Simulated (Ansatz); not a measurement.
# Tetragonal deformation path in Au

The calculation used DFT PBEsol, scalar-relativistic, plane waves, PAW in Ansatz 0.2.0. Cutoff 420 eV, Γ-centred 22×22×22 k-points, Gaussian smearing of 0.15 eV. Spin–orbit coupling is left out, which can shift energies with elements as heavy as these. No spin polarisation. Energies are free energies at this smearing, counted from the undisturbed cell; pressure is positive in compression.

The starting cell (as given, not relaxed at this level; it stands at -1.0 GPa):

```
Au
1.0
     0.00000    2.04550    2.04550
     2.04550    0.00000    2.04550
     2.04550    2.04550    0.00000
Au
1
Direct
  0.00000 0.00000 0.00000
```

At fixed volume and fractional coordinates, lengths along (0.000, 0.000, 1.000) are scaled against those across it; ρ is that ratio over its starting value. The cell is metallic on the mesh throughout. At ρ = 0.707 the cell becomes cubic (Im-3m), and there the slope of the energy vanishes by symmetry.

| ρ | ΔE (meV/atom) | pressure (GPa) |
| --- | --- | --- |
| 0.650 | ? | ? |
| 0.707 | 20.3 | -0.7 |
| 0.780 | ? | ? |
| 0.850 | ? | ? |
| 0.920 | 5.6 | -0.9 |
| 0.960 | 1.6 | -1.0 |
| 1.000 | 0.0 | -1.0 |
| 1.050 | 2.8 | -0.9 |
| 1.100 | 12.3 | -0.6 |
| 1.200 | 60.0 | 1.7 |
| 1.300 | 155.9 | 6.0 |
| 1.414 | ? | ? |
| 1.500 | 501.5 | 20.5 |

Q: Give the withheld values.

A: ΔE (meV/atom) at ρ = 0.650: 18.3; pressure (GPa) at ρ = 0.650: -0.6; ΔE (meV/atom) at ρ = 0.780: 17.8; pressure (GPa) at ρ = 0.780: -0.7; ΔE (meV/atom) at ρ = 0.850: 12.4; pressure (GPa) at ρ = 0.850: -0.7; ΔE (meV/atom) at ρ = 1.414: 330.0; pressure (GPa) at ρ = 1.414: 13.3.